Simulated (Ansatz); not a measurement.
## Profile along the Lu–Lu line in Lu (hcp, Mg type)

Lu (hcp, Mg type)

```cif
data_Lu2
_chemical_formula_sum 'Lu2'
_space_group_name_H-M_alt 'P 1'
_space_group_IT_number 1
_cell_length_a 3.50429
_cell_length_b 3.50429
_cell_length_c 5.45222
_cell_angle_alpha 90.000
_cell_angle_beta 90.000
_cell_angle_gamma 120.000
loop_
_space_group_symop_operation_xyz
  'x, y, z'
loop_
_atom_site_label
_atom_site_type_symbol
_atom_site_fract_x
_atom_site_fract_y
_atom_site_fract_z
_atom_site_occupancy
Lu1 Lu 0.33333 0.66667 0.75000 1
Lu2 Lu 0.66667 0.33333 0.25000 1
```

Fields along a shortest Lu–Lu line of a (1 -1 0 0) plane (3.50 Å), from Lu to Lu, interpolated on the slice's grid (step about 0.3 Å). The numbers are results of r2SCAN (plane waves to 500 eV, PAW, scalar-relativistic; Ansatz, a first-principles code), not measurements. k mesh 15×15×9. These are valence fields of a PAW run, semicore shells included where kept as valence: close to a nucleus they are smooth pseudo fields. Lu is run without spin polarisation. Lu was relaxed with its symmetry unable to fall.

| distance from Lu (Å) | valence electron density (e/Å³) | electron localisation function |
|---|---|---|
| 0.00 | 47.37 | x |
| 0.18 | 39.13 | x |
| 0.35 | 22.84 | x |
| 0.53 | 10.06 | 0.87 |
| 0.70 | 3.64 | 0.78 |
| 0.88 | 1.20 | 0.55 |
| 1.05 | 0.43 | 0.23 |
| 1.23 | 0.20 | 0.09 |
| 1.40 | 0.14 | 0.11 |
| 1.57 | 0.12 | 0.21 |
| 1.75 | 0.12 | 0.26 |
| 1.93 | 0.12 | 0.21 |
| 2.10 | 0.14 | 0.11 |
| 2.27 | 0.20 | 0.09 |
| 2.45 | 0.43 | 0.23 |
| 2.62 | 1.20 | 0.55 |
| 2.80 | 3.64 | 0.78 |
| 2.98 | 10.06 | 0.87 |
| 3.15 | 22.84 | x |
| 3.33 | 39.13 | x |
| 3.50 | 47.37 | x |

x: too close to a nucleus for the ELF to mean much.

Density on the Lu–Lu line (3.50 Å) at its midpoint: 0.12 e/Å³. ELF at that point: 0.3.
